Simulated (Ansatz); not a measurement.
This cell of Bi (A7 type, space group R-3m) is off equilibrium:

```
CELL_PARAMETERS angstrom
      2.26684     1.30876     3.88461
     -2.26684     1.30876     3.88461
      0.00000    -2.61752     3.88461
ATOMIC_POSITIONS crystal
  Bi 0.14205 0.34263 0.14205
  Bi 0.76280 0.76280 0.76280
```

These are PBE-D3(BJ) (plane waves to 420 eV, PAW, scalar-relativistic; Ansatz, a program for electronic structure) values and carry that method's errors. k mesh 10×10×10 (Γ-centred), Fermi-Dirac smearing 0.05 eV. E stands for the smeared free energy. Stress and pressure are positive under compression. With partly filled bands, energies and forces of such displacements shift with the k mesh and the smearing. Bi was relaxed with its symmetry unable to fall. Spin-orbit coupling is left out, though Bi is heavy. The PAW data are Ansatz's earlier set.

Task: What forces act on the atoms (eV/Å, Cartesian)?

Result: 
| atom | Fx | Fy | Fz |
|---|---|---|---|
| Bi1 | 4.704 | -2.716 | 4.093 |
| Bi2 | -4.704 | 2.716 | -4.093 |

Task: Give the stress tensor in GPa and the pressure.

Result: 
```
   19.4    -11.5     14.8
  -11.5      6.1     -8.6
   14.8     -8.6      9.2
```
The pressure, a third of the trace, is 11.6 GPa.

Task: In it atom 1 sits (-0.455, 0.263, -0.330) Å away from its relaxed site. What is its energy relative to the relaxed cell?

Result: 1405 meV/cell.

(A displaced cell: forces are minus the slopes of the energy, force constants its curvatures, and phonons follow from these.)
